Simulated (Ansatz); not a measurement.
**ZnAu: pressure against volume, fitted**

```
CELL_PARAMETERS angstrom
3.14700 0.00000 0.00000
0.00000 3.14700 0.00000
0.00000 0.00000 3.14700
ATOMIC_POSITIONS crystal
Zn 0.50000 0.50000 0.50000
Au 0.00000 0.00000 0.00000
```

Atom numbers follow the list: Zn1, Au2.

The cell is COD entry 1510322, as deposited and not checked against the literature; nothing was relaxed.

No spin–orbit coupling, which matters for the heavy atoms here.

Level of theory: DFT, PBEsol, all-electron LAPW, scalar-relativistic (Ansatz 0.2.0).

Sampling and basis: a Γ-centred 13×13×13 k mesh, Fermi–Dirac smearing of 0.05 eV, basis error target 0.5 meV/atom, no spin polarisation.

The cell is scaled evenly. Fractional coordinates are held (clamped ions).

```csv
V (Å³/atom),P (GPa)
14.648,7.11
15.272,0.37
15.427,-1.06
15.583,-2.39
15.739,-3.65
15.895,-4.82
16.207,-6.94
16.518,-8.80
```

(1) Fit a third-order Birch–Murnaghan curve to the pressures.

(2) Predict the pressure at the withheld volume, 14.960 Å³/atom.

## Answers

(1) P = (3B0/2)(y^(7/2) − y^(5/2))[1 + (3/4)(B0′ − 4)(y − 1)] with y = (V0/V)^(2/3) fits within 0.01 GPa for V0 = 15.311 Å³/atom, B0 = 142.5 GPa and B0′ = 5.43.

(2) There y = 1.0156, so the fit gives 3.52 GPa; the run gave 3.52 GPa.
